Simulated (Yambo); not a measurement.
Absorption of SiO2 (space group P6_222, No. 180) with and without the electron-hole interaction (Yambo, LDA bands; 6×6×6 mesh, 12 valence and 5 conduction bands, static screening with 69 bands and a 3 Ry block, scissor 3.14 eV, Tamm-Dancoff; field along x). Axes are Cartesian, with cell vectors (Å) (5.06, 0.00, 0.00), (-2.53, 4.38, 0.00), (0.00, 0.00, 5.54).

| E (eV) | Im ε, BSE | Im ε, independent quasiparticles |
|---|---|---|
| 6.80 | 0.04 | 0.01 |
| 6.90 | 0.04 | 0.01 |
| 7.00 | 0.04 | 0.01 |
| 7.10 | 0.05 | 0.01 |
| 7.20 | 0.05 | 0.01 |
| 7.30 | 0.06 | 0.01 |
| 7.40 | 0.06 | 0.01 |
| 7.50 | 0.07 | 0.01 |
| 7.60 | 0.08 | 0.02 |
| 7.70 | 0.09 | 0.02 |
| 7.80 | 0.11 | 0.02 |
| 7.90 | 0.14 | 0.02 |
| 8.00 | 0.14 | 0.02 |
| 8.10 | 0.15 | 0.02 |
| 8.20 | 0.17 | 0.02 |
| 8.30 | 0.20 | 0.02 |
| 8.40 | 0.24 | 0.02 |
| 8.50 | 0.30 | 0.02 |
| 8.60 | 0.40 | 0.03 |
| 8.70 | 0.53 | 0.03 |
| 8.80 | 0.76 | 0.03 |
| 8.90 | 1.16 | 0.03 |
| 9.00 | 1.78 | 0.03 |
| 9.10 | 2.89 | 0.04 |
| 9.20 | 4.68 | 0.04 |
| 9.30 | 5.29 | 0.04 |
| 9.40 | 4.06 | 0.05 |
| 9.50 | 2.51 | 0.05 |
| 9.60 | 1.74 | 0.06 |
| 9.70 | 1.57 | 0.07 |
| 9.80 | 1.91 | 0.08 |
| 9.90 | 2.47 | 0.09 |
| 10.00 | 2.59 | 0.10 |
| 10.10 | 2.10 | 0.12 |
| 10.20 | 1.91 | 0.14 |
| 10.30 | 2.00 | 0.18 |
| 10.40 | 2.26 | 0.24 |
| 10.50 | 2.15 | 0.29 |
| 10.60 | 1.78 | 0.39 |
| 10.70 | 1.36 | 0.54 |
| 10.80 | 1.27 | 0.64 |
| 10.90 | 1.10 | 0.73 |
| 11.00 | 1.00 | 0.85 |
| 11.10 | 0.85 | 0.75 |
| 11.20 | 0.83 | 0.68 |
| 11.30 | 0.83 | 0.78 |
| 11.40 | 0.81 | 1.02 |
| 11.50 | 0.85 | 1.24 |
| 11.60 | 0.80 | 1.47 |
| 11.70 | 0.84 | 1.68 |
| 11.80 | 0.76 | 1.83 |
| 11.90 | 0.74 | 1.94 |
| 12.00 | 0.74 | 2.05 |
| 12.10 | 0.72 | 2.15 |
| 12.20 | 0.79 | 2.33 |
| 12.30 | 0.76 | 2.57 |
| 12.40 | 0.84 | 2.73 |
| 12.50 | 0.84 | 2.86 |
| 12.60 | 0.87 | 2.96 |
| 12.70 | 0.93 | 3.04 |
| 12.80 | 1.02 | 2.98 |
| 12.90 | 1.13 | 2.83 |

The scissor comes from a G0W0 run whose convergence isn't established. Broadening 0.15 eV. The band window holds all transitions up to 13.0 eV. Fine structure above the onset can come from the mesh.

Geometry of the Materials Project entry, not relaxed at this level; primitive cell a = 5.061 Å, b = 5.061 Å, c = 5.540 Å, α = 90.00°, β = 90.00°, γ = 120.00°.

This is not the ordinary phase of the substance.
